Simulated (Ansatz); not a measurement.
A geometry of TiNi away from equilibrium: step 9 of the relaxation of a generated cell, TiNi placed in the AFLOW prototype AB_hP12_194_af_bf (as in MoC). These are PBE (plane waves to 420 eV, PAW, scalar-relativistic; Ansatz, a program for electronic structure) values and carry that method's errors. Γ-centred k-mesh 9×9×2 on the run's cell (coarser than for final values), Fermi–Dirac smearing 0.05 eV.

```xyz
12
Lattice="3.1677 0.0000 0.0000 -1.5839 2.7434 0.0000 0.0000 0.0000 19.8906" Properties=species:S:1:pos:R:3:forces:R:3 pbc="T T T" free_energy=-50037.068 pressure_GPa=2.9
Ni     0.0000     0.0000     4.9727    0.0000    0.0000    0.0000
Ni     0.0000     0.0000    14.9180    0.0000    0.0000    0.0000
Ni     0.0000     1.8289    11.5945    0.0000    0.0000   -0.0024
Ni     1.5839     0.9145     1.6492    0.0000    0.0000   -0.0024
Ni     1.5839     0.9145     8.2962    0.0000    0.0000    0.0024
Ni     0.0000     1.8289    18.2415    0.0000    0.0000    0.0024
Ti     0.0000     0.0000     0.0000    0.0000    0.0000    0.0000
Ti     0.0000     0.0000     9.9453    0.0000    0.0000    0.0000
Ti     0.0000     1.8289     3.3113    0.0000    0.0000    0.0036
Ti     1.5839     0.9145    13.2566    0.0000    0.0000    0.0036
Ti     1.5839     0.9145    16.5793    0.0000    0.0000   -0.0036
Ti     0.0000     1.8289     6.6340    0.0000    0.0000   -0.0036
```

Positions in Å, forces in eV/Å, free energy of the cell in eV (comparable only within this code, potentials and settings). Largest force: all forces are below 0.005 eV/Å; the geometry lies 0.07 eV/atom above the end of its relaxation.

Spin-polarised start, with parallel moments on Ni.

No spin polarisation in the result: the starting moments vanished. A magnetic state may lie lower.

The run could not lose the symmetry of its start, so the end can be a saddle point.

The end of the path is a generated cell of TiNi: the first start was made by placing the elements on the sites of a structure type, and the end was not matched to a known phase here, so it may be hypothetical. Known forms of TiNi include space group No. 221.
